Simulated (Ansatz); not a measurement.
KCdI₃ built on the cubic perovskite prototype, relaxed with r2SCAN in the PAW code Ansatz. The symmetry is Pm-3m (No. 221, cubic); a = 5.937 Å in the conventional setting, 41.85 Å³ an atom. K is surrounded by 12 I at 4.20 Å; Cd is surrounded by 6 I at 2.97 Å; I is surrounded by 2 Cd at 2.97 Å and 4 K at 4.20 Å.

The axes x, y and z are those of this cell:
```yaml
crystal:
  lattice:
    - [5.93699, 0.00000, 0.00000]
    - [0.00000, 5.93699, 0.00000]
    - [0.00000, 0.00000, 5.93699]
  atoms:
    - { symbol: K, position: [0.00000, 0.00000, 0.00000] }
    - { symbol: Cd, position: [0.50000, 0.50000, 0.50000] }
    - { symbol: I, position: [0.50000, 0.50000, 0.00000] }
    - { symbol: I, position: [0.50000, 0.00000, 0.50000] }
    - { symbol: I, position: [0.00000, 0.50000, 0.50000] }
```

Unstrained: With HSE06 the valence top lies at R and the conduction bottom at Γ, 0.590 eV higher; the smallest vertical gap, at Γ, is 1.081 eV. Meshes: HSE06 4×4×4. Strains are changes of length per length, and xy shears are angles. After each strain the atoms were relaxed again with r2SCAN in this cell and within any symmetry left, so distortions that break it or need a larger cell weren't tested; points keep the names that they have in the unstrained zone. Values at 0 K without nuclear motion; spin polarisation is off, and the phase may be a hypothetical one.

**Question.** Apply isotropic +0.5 % on every length. How far does the gap move, against the unstrained cell?

**Answer.** HSE06: the gap goes from 0.590 to 0.568 eV (-0.022 eV).

**Question.** For epitaxial -1.0 % in the xy plane, how far does the free direction move, and what happens to the gap?

**Answer.** The normal strain at zero normal stress is +0.77 %, 0.77 of the in-plane strain with the sign turned. HSE06: the gap goes from 0.590 to 0.583 eV (-0.007 eV).

**Question.** Apply xy shear, engineering strain (angle) +2.0 %. How far does the gap move, against the unstrained cell?

**Answer.** HSE06: the gap goes from 0.590 to 0.563 eV (-0.027 eV).

**Question.** Apply uniaxial +1.0 % along z, other directions held. How far does the gap move, against the unstrained cell?

**Answer.** HSE06: the gap goes from 0.590 to 0.563 eV (-0.027 eV).

No spin-orbit coupling is included; it can move band edges with weight on the heavy atoms by tenths of an eV.

The meshes of the hybrids are coarse, so their gaps aren't converged to the digits shown.
